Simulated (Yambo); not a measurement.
Yambo run on GaN (wurtzite, space group P6_3mc, No. 186). The wavefunctions come from this Quantum ESPRESSO step (PBE, PseudoDojo stringent norm-conserving files, scalar-relativistic):

```
&CONTROL
  calculation = 'nscf'
  pseudo_dir = './pseudo'
  outdir = './out'
/
&SYSTEM
  ibrav = 0
  nat = 4
  ntyp = 2
  ecutwfc = 114.0
  ecutrho = 456.0
  occupations = 'fixed'
  force_symmorphic = .true.
  nbnd = 216
/
&ELECTRONS
  conv_thr = 4e-09
  diago_full_acc = .true.
  diago_thr_init = 1e-08
/
ATOMIC_SPECIES
N 14.0070 N.upf
Ga 69.7230 Ga.upf
CELL_PARAMETERS angstrom
  3.183797696393   0.000000000000   0.000000000000
 -1.591898848197   2.757249685587   0.000000000000
  0.000000000000   0.000000000000   5.186697247000
ATOMIC_POSITIONS crystal
N   0.666666667000   0.333333333000   0.875817333500
N   0.333333333667   0.666666666333   0.375817333500
Ga   0.666666667000   0.333333333000   0.499182666500
Ga   0.333333333667   0.666666666333   0.999182666500
K_POINTS automatic
6 6 2 0 0 0
```

Yambo input:

```
rim_cut
gw0
dyson
el_el_corr
HF_and_locXC
ppa
em1d
RandQpts= 1000000
RandGvec= 1 Ry
EXXRLvcs= 114 Ry
VXCRLvcs= 456 Ry
Chimod= "HARTREE"
% BndsRnXp
 9 | 215 |
%
NGsBlkXp= 15 Ry
% LongDrXp
 1.0 | 1.0 | 1.0 |
%
PPAPntXp= 27.2114 eV
% GbndRnge
 1 | 215 |
%
GTermKind= "BG"
DysSolver= "n"
ExtendOut
% QPkrange
 1 | 1 | 26 | 27 |
 2 | 2 | 26 | 27 |
 13 | 13 | 26 | 27 |
 14 | 14 | 26 | 27 |
%
```

k points by index: 1 = Γ, 2 = A, 13 = K, 14 = H.

The o-*.qp file then holds:

```
#    K-point    Band    Eo [eV]    E [eV]    E-Eo [eV]    Vxc [eV]    Vnlxc [eV]    Sc|Eo [eV]    Sc|E [eV]    dSc/dw|Eo [eV]    Re(Z)    Im(Z)
#
    1    26    0.000000    -0.615042    -0.615042    -19.11411    -22.50548    2.613738    2.776320    -7.192166    0.790945    -0.001102
    1    27    1.962722    2.313179    0.350457    -14.20054    -10.10236    -3.669055    -3.747723    -6.107044    0.816706    -0.973370E-3
    2    26    -0.528256    -1.215244    -0.686987    -18.54420    -22.17375    2.761085    2.942561    -7.187324    0.791057    -0.001116
    2    27    4.296128    4.836027    0.539899    -14.61505    -9.749526    -4.202443    -4.325620    -6.207341    0.814254    -0.001003
    13    26    -2.720658    -3.672559    -0.951900    -16.36472    -20.75531    3.186029    3.438692    -7.222005    0.790260    -0.001068
    13    27    5.195679    5.440842    0.245163    -11.17827    -6.701955    -4.184104    -4.231153    -5.220293    0.839036    -0.936651E-3
    14    26    -1.474870    -2.248720    -0.773850    -17.39907    -21.33129    2.952195    3.158370    -7.248971    0.789641    -0.001156
    14    27    6.464710    7.032961    0.568250    -13.74240    -8.381245    -4.672953    -4.792904    -5.743058    0.825726    -0.997566E-3
```
(The two width columns are left out.) Convergence of these settings isn't established.

Spin-orbit coupling is not included.

Geometry relaxed with PBEsol.
